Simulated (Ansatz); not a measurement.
**SiO2: which input changes reach the field gradients?**

Cell: a structure deposited in the COD, atoms as given.

Space group P4_2/mnm (No. 136); a = 4.1667, c = 2.6645 Å.

| site | Wyckoff | site symmetry | x | y | z |
| --- | --- | --- | --- | --- | --- |
| Si | 2a | m.mm | 0.0000 | 0.0000 | 0.0000 |
| O | 4f | m.2m | 0.3061 | 0.3061 | 0.0000 |

One atom of each set is listed.

Reference run. All values are calculated (Ansatz; DFT, PBE, plane waves and PAW, scalar-relativistic, 420 eV cutoff, Γ-centred 7×7×11 k-points, Fermi–Dirac smearing 0.02 eV), not measured.

It gives V_zz (10²¹ V/m²) O -11.02 (η 0.15), Si 1.78 (η 0.60). Each of these runs changes the input as listed (caps on SCF iterations aside):

A. hamiltonian.pseudopotentials: {kind: paw} → {kind: paw, source: ansatz}
B. kpoints.mp_grid.grid: [7, 7, 11] → [1, 1, 1]

(1) Which of these changes matter for the gradients?

Results:

(1) 

| run | O V_zz (η) | Si V_zz (η) | largest change of a gradient tensor, all atoms | note |
| --- | --- | --- | --- | --- |
| A | -10.95 (0.15) | 1.89 (0.63) | 0.12 | converged; another set of PAW files; cutoff taken 930 eV |
| B | 12.86 (0.09) | 7.72 (0.05) | 11.66 | converged; mesh coarser than the reference's; on O and Si the largest value lies along another axis |

Run B moves them most, on O (V_zz from -11.02 to 12.86); against its own size the tensor moves most on Si among sites above 0.3 (by 8.08, V_zz from 1.78 to 7.72). Run B holds the Γ point alone as its k-mesh, so its numbers aren't properties of the crystal.

On the reference run: At this cell the PBE pressure is 13 GPa, so with PBE the cell would grow if it were relaxed. The entry's cell may itself be off.
